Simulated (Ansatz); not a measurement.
This run works on a generated trial structure, not on a known crystal.

Input and command of a plane-wave DFT calculation in Ansatz:

```yaml
crystal:
  lattice:
    - [3.78077555, 0.0, 0.0]
    - [0.0, 3.78077555, 0.0]
    - [0.0, 0.0, 7.72812977]
  atoms:
    - { symbol: Re, position: [0.5, 0.0, 0.26215757], spin: 1.0 }
    - { symbol: Re, position: [0.0, 0.5, 0.73784243], spin: 1.0 }
    - { symbol: Cl, position: [0.0, 0.5, 0.36525381] }
    - { symbol: Cl, position: [0.5, 0.0, 0.63474619] }
    - { symbol: Cl, position: [0.5, 0.5, 0.0] }
basis:
  ecutwfc: 420
kpoints:
  mp_grid: { grid: [4, 4, 2] }
hamiltonian:
  xc: pbe
scf:
  occupations: { method: gaussian, width: 0.2 }
  lower_state_search: "off"
output:
  forces: true
  stress: true
  eigenvalues: true
  populations: true
magnetization:
  spin_polarized: true
relax:
  adjacent_minimum: "off"
  f_tol: 0.08
  max_steps: 16
  cell: { stress_tol: 0.8 }
```

```bash
ansatz run input.yaml --threads 1 --pin off --max-ram 2560MiB --backend cpu --events-out ev --progress --plain --runs-dir out
```

Processor: Intel(R) Xeon(R) Processor @ 2.50GHz (Skylake/Cascade Lake), 1 thread, on a host shared with other jobs.

**Question.** How long does it run, and how much memory does it take?

**Answer.** About 4.1 min, peak memory 0.4 GiB. It solves 32 bands at 12 k points (after reduction by symmetry) with about 1685 plane waves (on the last cell), in 166 SCF iterations over 17 ionic steps, the closing evaluation included.
